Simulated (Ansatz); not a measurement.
HfO$_{2}$:
```xyz
6
Lattice="3.5768 0.0000 0.0000 0.0000 3.5768 0.0000 0.0000 0.0000 5.2027" Properties=species:S:1:pos:R:3 pbc="T T T"
Hf     0.0000     0.0000     0.0000
Hf     1.7884     1.7884     2.6013
O      0.0000     1.7884     1.0205
O      0.0000     1.7884     3.6218
O      1.7884     0.0000     1.5808
O      1.7884     0.0000     4.1821
```

Relaxed with r²SCAN.

### Question
Map the valence electron density (e/Å³), cut off at 4 on the plane through (0.000, 0.000, 0.000) spanned by u = [1, 0, 0] and v = [0, 0, 1] in lattice vectors, from the program Ansatz at the r²SCAN level (PAW).

### Answer
x is the fraction of u, y of v (the angle between them is 90°; rows are the nearest grid lines); atoms in the plane: Hf at (0.00, 0.00), O at (0.50, 0.30), O at (0.50, 0.80).
```
y \ x   0.000  0.111  0.167  0.278  0.389  0.444  0.556  0.611  0.722  0.833  0.889   1.00
------  -----  -----  -----  -----  -----  -----  -----  -----  -----  -----  -----  -----
1.00     4.00   4.00   4.00  0.706  0.300  0.318  0.318  0.300  0.706   4.00   4.00   4.00
0.923    4.00   4.00   3.89  0.738   1.16   1.59   1.59   1.16  0.738   3.89   4.00   4.00
0.846    2.27   1.24  0.713  0.909   3.87   4.00   4.00   3.87  0.909  0.713   1.24   2.27
0.769   0.160  0.161  0.211  0.771   3.97   4.00   4.00   3.97  0.771  0.211  0.161  0.160
0.692   0.055  0.070  0.104  0.337   1.18   1.83   1.83   1.18  0.337  0.104  0.070  0.055
0.615   0.035  0.041  0.053  0.119  0.263  0.336  0.336  0.263  0.119  0.053  0.041  0.035
0.538   0.026  0.031  0.041  0.083  0.153  0.184  0.184  0.153  0.083  0.041  0.031  0.026
0.462   0.026  0.039  0.062  0.188  0.489  0.661  0.661  0.489  0.188  0.062  0.039  0.026
0.385   0.035  0.062  0.114  0.488   2.16   3.56   3.56   2.16  0.488  0.114  0.062  0.035
0.308   0.055  0.092  0.164  0.783   4.00   4.00   4.00   4.00  0.783  0.164  0.092  0.055
0.231   0.160  0.159  0.196  0.593   2.51   4.00   4.00   2.51  0.593  0.196  0.159  0.160
0.154    2.27   1.25  0.662  0.331  0.594  0.770  0.770  0.594  0.331  0.662   1.25   2.27
0.0769   4.00   4.00   4.00  0.432  0.193  0.200  0.200  0.193  0.432   4.00   4.00   4.00
0.000    4.00   4.00   4.00  0.706  0.300  0.318  0.318  0.300  0.706   4.00   4.00   4.00
```

The density is the valence pseudo-density with augmentation charge, so density and ELF within about 1 Å of a nucleus are not all-electron values.

Space group P4_2/nmc. This is a known high-temperature phase of the composition, computed here at zero pressure and temperature. The r²SCAN relaxation kept the symmetry of its start; whether a distortion lowers the energy is not shown. No spin polarisation was allowed. Scalar-relativistic: spin–orbit coupling is off unless named, which matters more the heavier the elements.

Potentials: the later of the program's two PAW sets.
